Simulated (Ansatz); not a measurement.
Input file for Ansatz (a quantum-chemistry and plane-wave program):

Ansatz 0.2 input:
```yaml
crystal:
  lattice:
    - [3.3543638932, 0.0, 0.0]
    - [-1.6771819466, 2.9049643451, 0.0]
    - [0.0, 0.0, 5.5537254362]
  atoms:
    - { symbol: B, position: [0.3333333333, 0.6666666667, 0.3745690063] }
    - { symbol: B, position: [0.6666666667, 0.3333333333, 0.8745690063] }
    - { symbol: As, position: [0.3333333333, 0.6666666667, 0.0004309937] }
    - { symbol: As, position: [0.6666666667, 0.3333333333, 0.5004309937] }
kpoints:
  mp_grid: { grid: [10, 10, 5] }
hamiltonian:
  xc: pbesol
  pseudopotentials: { kind: paw }
scf:
  occupations: { method: fixed }
elastic: { mode: relaxed_ion, stencil: two_point, amplitude: 0.005, f_tol: 0.0005 }
output: { polarization: {} }
```

Output (shortened):

```
Pseudopotential: B, paw, valence charge 3
Pseudopotential: As, paw, valence charge 15
Functional definition: PBEsol
Crystal: 4 atoms, lattice volume = 54.117 Å³
Basis set: ecut = 420 eV, 1099 PW (Γ), exchange–correlation on 48×48×80 points (8 copies of the dense FFT grid, shifted against one another)
Bands: 22, of which v1, the nominal top of the filled ones, is band 18 counted from 1 (17 counted from 0)
Symmetry: 12 space group operations
Space group: P63mc (ITA 186), of the structure as read, at distance tolerance 3.8e-5 Å
k-points: 42 of 500 (time reversal used)
SCF 1 converged in 10 iterations: F = -9931.504643 eV  dr2 = 2.34e-14
Crystal: 4 atoms, lattice volume = 53.847 Å³
Basis set: ecut = 420 eV, 1075 PW (Γ), exchange–correlation on 48×48×80 points (8 copies of the dense FFT grid, shifted against one another)
Symmetry: 4 space group operations
k-points: 93 of 500 (time reversal used)
SCF 2 converged in 10 iterations: F = -9931.503126 eV  dr2 = 8.14e-14
relax step   1: F+E_penalty+E_count = -9931.50312638 eV  Δ(F+E_penalty+E_count) = +0.000e0 eV  max|allowed force component| = 3.449e-2 eV/Å  Δτ_max = 0.0000 Å  (10 SCF iters, accepted)
Crystal: 4 atoms, lattice volume = 53.847 Å³
SCF 3 converged in 8 iterations: F = -9931.503217 eV  dr2 = 8.67e-15
relax step   2: F+E_penalty+E_count = -9931.50321727 eV  Δ(F+E_penalty+E_count) = -9.089e-5 eV  max|allowed force component| = 1.270e-2 eV/Å  Δτ_max = 0.0012 Å  (8 SCF iters, accepted)
Crystal: 4 atoms, lattice volume = 53.847 Å³
SCF 4 converged in 8 iterations: F = -9931.503231 eV  dr2 = 8.52e-15
relax step   3: F+E_penalty+E_count = -9931.50323125 eV  Δ(F+E_penalty+E_count) = -1.398e-5 eV  max|allowed force component| = 1.761e-4 eV/Å  Δτ_max = 0.0007 Å  (8 SCF iters, accepted)
Crystal: 4 atoms, lattice volume = 53.847 Å³
SCF 5 converged in 4 iterations: F = -9931.503231 eV  dr2 = 6.80e-14
Crystal: 4 atoms, lattice volume = 54.388 Å³
SCF 6 converged in 10 iterations: F = -9931.503153 eV  dr2 = 5.99e-14
relax step   1: F+E_penalty+E_count = -9931.50315273 eV  Δ(F+E_penalty+E_count) = +0.000e0 eV  max|allowed force component| = 3.292e-2 eV/Å  Δτ_max = 0.0000 Å  (10 SCF iters, accepted)
Crystal: 4 atoms, lattice volume = 54.388 Å³
SCF 7 converged in 8 iterations: F = -9931.503238 eV  dr2 = 2.59e-14
relax step   2: F+E_penalty+E_count = -9931.50323841 eV  Δ(F+E_penalty+E_count) = -8.568e-5 eV  max|allowed force component| = 1.182e-2 eV/Å  Δτ_max = 0.0012 Å  (8 SCF iters, accepted)
Crystal: 4 atoms, lattice volume = 54.388 Å³
SCF 8 converged in 7 iterations: F = -9931.503251 eV  dr2 = 5.09e-14
relax step   3: F+E_penalty+E_count = -9931.50325084 eV  Δ(F+E_penalty+E_count) = -1.243e-5 eV  max|allowed force component| = 1.889e-4 eV/Å  Δτ_max = 0.0007 Å  (7 SCF iters, accepted)
Crystal: 4 atoms, lattice volume = 54.388 Å³
SCF 9 converged in 4 iterations: F = -9931.503251 eV  dr2 = 7.70e-14
Crystal: 4 atoms, lattice volume = 53.847 Å³
SCF 10 converged in 10 iterations: F = -9931.502946 eV  dr2 = 1.80e-14
relax step   1: F+E_penalty+E_count = -9931.50294572 eV  Δ(F+E_penalty+E_count) = +0.000e0 eV  max|allowed force component| = 3.889e-2 eV/Å  Δτ_max = 0.0000 Å  (10 SCF iters, accepted)
Crystal: 4 atoms, lattice volume = 53.847 Å³
SCF 11 converged in 8 iterations: F = -9931.503026 eV  dr2 = 3.37e-15
relax step   2: F+E_penalty+E_count = -9931.50302611 eV  Δ(F+E_penalty+E_count) = -8.040e-5 eV  max|allowed force component| = 1.327e-2 eV/Å  Δτ_max = 0.0008 Å  (8 SCF iters, accepted)
Crystal: 4 atoms, lattice volume = 53.847 Å³
SCF 12 converged in 7 iterations: F = -9931.503037 eV  dr2 = 3.46e-14
relax step   3: F+E_penalty+E_count = -9931.50303674 eV  Δ(F+E_penalty+E_count) = -1.063e-5 eV  max|allowed force component| = 4.899e-5 eV/Å  Δτ_max = 0.0004 Å  (7 SCF iters, accepted)
Crystal: 4 atoms, lattice volume = 53.847 Å³
SCF 13 converged in 4 iterations: F = -9931.503037 eV  dr2 = 8.97e-14
Crystal: 4 atoms, lattice volume = 54.388 Å³
SCF 14 converged in 10 iterations: F = -9931.502997 eV  dr2 = 1.66e-14
relax step   1: F+E_penalty+E_count = -9931.50299701 eV  Δ(F+E_penalty+E_count) = +0.000e0 eV  max|allowed force component| = 3.402e-2 eV/Å  Δτ_max = 0.0000 Å  (10 SCF iters, accepted)
Crystal: 4 atoms, lattice volume = 54.388 Å³
SCF 15 converged in 8 iterations: F = -9931.503062 eV  dr2 = 3.79e-15
relax step   2: F+E_penalty+E_count = -9931.50306182 eV  Δ(F+E_penalty+E_count) = -6.481e-5 eV  max|allowed force component| = 1.147e-2 eV/Å  Δτ_max = 0.0007 Å  (8 SCF iters, accepted)
Crystal: 4 atoms, lattice volume = 54.388 Å³
SCF 16 converged in 7 iterations: F = -9931.503070 eV  dr2 = 4.68e-14
relax step   3: F+E_penalty+E_count = -9931.50307011 eV  Δ(F+E_penalty+E_count) = -8.287e-6 eV  max|allowed force component| = 3.826e-5 eV/Å  Δτ_max = 0.0004 Å  (7 SCF iters, accepted)
Crystal: 4 atoms, lattice volume = 54.388 Å³
SCF 17 converged in 4 iterations: F = -9931.503070 eV  dr2 = 5.86e-14
Crystal: 4 atoms, lattice volume = 54.117 Å³
Symmetry: 2 space group operations
k-points: 141 of 500 (time reversal used)
SCF 18 converged in 10 iterations: F = -9931.504142 eV  dr2 = 3.34e-15
relax step   1: F+E_penalty+E_count = -9931.50414185 eV  Δ(F+E_penalty+E_count) = +0.000e0 eV  max|allowed force component| = 2.826e-2 eV/Å  Δτ_max = 0.0000 Å  (10 SCF iters, accepted)
Crystal: 4 atoms, lattice volume = 54.117 Å³
SCF 19 converged in 7 iterations: F = -9931.504183 eV  dr2 = 4.39e-14
relax step   2: F+E_penalty+E_count = -9931.50418331 eV  Δ(F+E_penalty+E_count) = -4.146e-5 eV  max|allowed force component| = 9.909e-3 eV/Å  Δτ_max = 0.0006 Å  (7 SCF iters, accepted)
Crystal: 4 atoms, lattice volume = 54.117 Å³
SCF 20 converged in 7 iterations: F = -9931.504189 eV  dr2 = 6.63e-15
relax step   3: F+E_penalty+E_count = -9931.50418910 eV  Δ(F+E_penalty+E_count) = -5.786e-6 eV  max|allowed force component| = 2.141e-5 eV/Å  Δτ_max = 0.0003 Å  (7 SCF iters, accepted)
Crystal: 4 atoms, lattice volume = 54.117 Å³
SCF 21 converged in 4 iterations: F = -9931.504189 eV  dr2 = 8.22e-14
Crystal: 4 atoms, lattice volume = 54.117 Å³
SCF 22 converged in 10 iterations: F = -9931.504142 eV  dr2 = 3.36e-15
relax step   1: F+E_penalty+E_count = -9931.50414185 eV  Δ(F+E_penalty+E_count) = +0.000e0 eV  max|allowed force component| = 2.826e-2 eV/Å  Δτ_max = 0.0000 Å  (10 SCF iters, accepted)
Crystal: 4 atoms, lattice volume = 54.117 Å³
SCF 23 converged in 7 iterations: F = -9931.504183 eV  dr2 = 4.31e-14
relax step   2: F+E_penalty+E_count = -9931.50418331 eV  Δ(F+E_penalty+E_count) = -4.146e-5 eV  max|allowed force component| = 9.909e-3 eV/Å  Δτ_max = 0.0006 Å  (7 SCF iters, accepted)
Crystal: 4 atoms, lattice volume = 54.117 Å³
SCF 24 converged in 7 iterations: F = -9931.504189 eV  dr2 = 1.85e-14
relax step   3: F+E_penalty+E_count = -9931.50418910 eV  Δ(F+E_penalty+E_count) = -5.786e-6 eV  max|allowed force component| = 2.141e-5 eV/Å  Δτ_max = 0.0003 Å  (7 SCF iters, accepted)
Crystal: 4 atoms, lattice volume = 54.117 Å³
SCF 25 converged in 4 iterations: F = -9931.504189 eV  dr2 = 6.89e-14
SCF converged after 10 iterations
Free energy (F): -9931.504643 eV
Harris-Foulkes:  -9931.504643 eV  (|F-HF|=0.00e0)
Internal energy: -9931.504643 eV  (E = F + TS)
E sigma→0 (E₀):  -9931.504643 eV
Fermi energy:    11.387190 eV
--- Per-component energies (eV) ---
  E_band       = -421.076966
  E_kinetic    = 304.315092
  E_local      = -3384.120022  (includes V_loc(G=0)·N_el)
  E_nonlocal   = -1310.996866
  E_hartree    = 1876.660483
  E_xc         = -221.565506
  E_vxc        = -235.237722  (∫ρ·V_xc dr)
  E_paw        = -3740.063084  (= ΣΔE_a)
  E_vpaw       = 451.641562  (= ΣTr[D̂ρ^β])
  E_aug_tail   = 0.000014  (compensation charges beyond the density's cutoff)
  E_ewald      = -3457.697034
  E_core_change = 1.962279  (= ΣΔE_core)
  E_smearing   =  0.000000  (= −TS)
  E_closure    =  0.000000  (closes the sum)
  Σ components = -9931.504643   (vs F -9931.504643, Δ=0.00e0)
--- Forces (eV/Å), atoms counted from 1 ---
  atom   1  B      0.00000000     0.00000000     0.00023847
  atom   2  B      0.00000000     0.00000000     0.00023847
  atom   3  As     0.00000000     0.00000000    -0.00023847
  atom   4  As     0.00000000     0.00000000    -0.00023847
  max |Σ_I F_I| component: 1.08e-8 eV/Å
--- Stress (GPa, compression-positive) ---
       -0.003683       0.000000       0.000000
        0.000000      -0.003683       0.000000
        0.000000       0.000000      -0.003662
  P = ⅓ Tr σ = -0.0037 GPa (-0.037 kbar)
--- Band table (eV; the first three rows and the last of 42) ---
  k-point 0: bands = ["-24.6882", "-24.6848", "-24.6836", "-24.6836", "-24.6802", "-24.6802", "-24.6652", "-24.6652", "-24.6597", "-24.6597", "-4.3671", "-1.5318", "2.2683", "9.2745", "9.2745", "11.0001", "11.3872", "11.3872", "13.5425", "14.0845", "14.0845", "14.4432"]
  k-point 1: bands = ["-24.6879", "-24.6851", "-24.6834", "-24.6834", "-24.6806", "-24.6806", "-24.6646", "-24.6646", "-24.6601", "-24.6601", "-4.2044", "-2.0574", "3.1186", "9.4148", "9.4148", "9.6141", "11.0634", "11.0634", "13.6597", "14.4063", "14.4063", "14.8151"]
  k-point 2: bands = ["-24.6870", "-24.6860", "-24.6826", "-24.6826", "-24.6816", "-24.6816", "-24.6631", "-24.6631", "-24.6614", "-24.6614", "-3.7245", "-2.9642", "4.9820", "7.2629", "9.8175", "9.8175", "10.4193", "10.4193", "13.9983", "14.4916", "15.1138", "15.1138"]
  k-point 41: bands = ["-24.6842", "-24.6841", "-24.6786", "-24.6764", "-24.6750", "-24.6749", "-24.6627", "-24.6622", "-24.6606", "-24.6601", "-0.6235", "-0.3550", "2.7880", "3.0628", "5.0080", "5.7255", "8.0639", "8.5050", "14.1502", "14.5094", "15.3129", "17.3063"]
--- Elastic constants: 3 strain directions × 2 members + reference (group order 12) ---
  dense FFT box of the reference and of every strained cell: 24×24×40
  strains applied: 11, 33, 23; error gains …
  C = ∂σ_k/∂η_j (tension-positive GPa; Voigt order 11 22 33 23 13 12):
       333.497     57.888     26.873      0.000      0.000      0.000
        57.888    333.497     26.873      0.000      0.000      0.000
        26.856     26.856    377.247      0.000      0.000      0.000
         0.000      0.000      0.000    108.157      0.000      0.000
         0.000      0.000      0.000      0.000    108.157      0.000
         0.000      0.000      0.000      0.000      0.000    137.804
  reference stress σ⁰ (GPa):      0.004      0.004      0.004      0.000      0.000      0.000
  moduli (Voigt/Reuss/Hill, GPa): K = 140.83/140.80/140.81   G = 133.00/128.92/130.96   E = 299.90   ν = 0.145
  mechanically stable: yes (min eigenvalue of sym C = 108.16 GPa)
  e, the proper piezoelectric tensor (elastic.mode: relaxed_ion; C/m²; rows x y z; Voigt order 11 22 33 23 13 12):
       0.00000    0.00000    0.00000    0.00000   -0.12044    0.00000
       0.00000    0.00000    0.00000   -0.12044    0.00000    0.00000
      -0.15992   -0.15992    0.32553    0.00000    0.00000    0.00000
  ±, each entry's uncertainty from the finite density of the strings (C/m²), an estimate: the size of the correction for it that the entry includes:
       0.00000    0.00000    0.00000    0.00000    0.00307    0.00000
       0.00000    0.00000    0.00000    0.00307    0.00000    0.00000
       0.00183    0.00183    0.00611    0.00000    0.00000    0.00000
  strain η (Voigt 11):  stress-route row diagonal C_11 = 333.50 GPa, energy-path curvature d²(F+E_count+ΔE)/dδ²/Ω₀ = 333.46 GPa
         δ    σ_11 (GPa)             F (eV)   n_scf  n_hpsi   n_pw
    -5.000e-3      -1.6899       -9931.5032312       4   21187   1075   relax 3 steps, max|allowed force component| 1.76e-4 eV/Å
     5.000e-3       1.6451       -9931.5032508       4   20982   1099   relax 3 steps, max|allowed force component| 1.89e-4 eV/Å
  strain η (Voigt 33):  stress-route row diagonal C_33 = 377.25 GPa, energy-path curvature d²(F+E_count+ΔE)/dδ²/Ω₀ = 377.24 GPa
         δ    σ_33 (GPa)             F (eV)   n_scf  n_hpsi   n_pw
    -5.000e-3      -1.9121       -9931.5030367       4    9487   1099   relax 3 steps, max|allowed force component| 4.90e-5 eV/Å
     5.000e-3       1.8604       -9931.5030701       4   11226   1099   relax 3 steps, max|allowed force component| 3.83e-5 eV/Å
  strain η (Voigt 23):  stress-route row diagonal C_44 = 108.16 GPa, energy-path curvature d²(F+E_count+ΔE)/dδ²/Ω₀ = 108.15 GPa
         δ    σ_23 (GPa)             F (eV)   n_scf  n_hpsi   n_pw
    -5.000e-3      -0.5408       -9931.5041891       4   32102   1099   relax 3 steps, max|allowed force component| 2.14e-5 eV/Å
     5.000e-3       0.5408       -9931.5041891       4   32245   1099   relax 3 steps, max|allowed force component| 2.14e-5 eV/Å
--- Formal polarisation (Berry phase): one branch of a lattice of values; only differences between neighbouring runs are physical ---
  axis  mesh            electronic          ionic      p = total  spread (rad)  least overlap  resolved gap  δp at fixed H ≤   (phases in cycles; p mod 1 …
  b1    10×10×5         0.00000000    18.00000000    18.00000000      0.000000         0.8786        2.1552           4.2e-6
  b2    10×10×5         0.00000000    18.00000000    18.00000000      0.000000         0.8786        2.1552           4.2e-6
  b3    10×10×5         0.98396884    11.26034385    12.24431269      0.228768         0.8551        2.1552           2.6e-6
  quantum along a1:   0.06198331 e/Å² =    99.308216 µC/cm²
  quantum along a2:   0.06198331 e/Å² =    99.308216 µC/cm²
  quantum along a3:   0.10262402 e/Å² =   164.421805 µC/cm²
  P = (  0.55784982,   0.96622423,   1.25656058) e/Å² = (  893.773948,  1548.061888,  2013.231999) µC/cm²  (mod the quanta)
```

Cost: about 5 core-minutes (a rough figure) on shared cores.

Space group P6_3mc (wurtzite). The workflow started from a Materials Project entry (that database holds measured and hypothetical structures alike); the Crystallography Open Database copy checked does not list it. It is not the phase usual at ambient conditions (space group No. 216). The cell was relaxed with PBEsol under the symmetry of its start; whether a distortion lowers the energy is not shown. Scalar-relativistic: spin–orbit coupling is off unless named, which matters more the heavier the elements.

Potentials: the later of the program's two PAW sets.

Ansatz is a plane-wave DFT program.
